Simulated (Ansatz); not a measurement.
Data:

InP:
```yaml
crystal:
  lattice:
    - [3.81401, 0.00000, 0.00000]
    - [-1.90701, 3.30303, 0.00000]
    - [0.00000, 0.00000, 3.42170]
  atoms:
    - { symbol: In, position: [0.00000, 0.00000, 0.00000] }
    - { symbol: P, position: [0.66667, 0.33333, 0.50000] }
```

This is the r²SCAN-relaxed structure.

Task: All from the program Ansatz at the r²SCAN level (PAW), unless another level is named. Give the electronic character.

Result: metallic (no gap).

Task: Next, the formation energy from the elements (no fitted shifts)?

Result: 107 meV/atom.

Task: And the density of states at the Fermi level?

Result: 0.47 states/eV per atom (mean over ±0.08 eV).

Space group P-6m2. A made-up cell: these elements were put on the sites of a structure type; neither database checked (COD, Materials Project) lists it. It is not the phase usual at ambient conditions (space group No. 216). Symmetry was held in the r²SCAN relaxation; whether a distortion lowers the energy is not shown. The references are the lowest solids computed at this level, not always the standard phases. Spin–orbit coupling is left out wherever it is not named.

Potentials: the later of the program's two PAW sets.
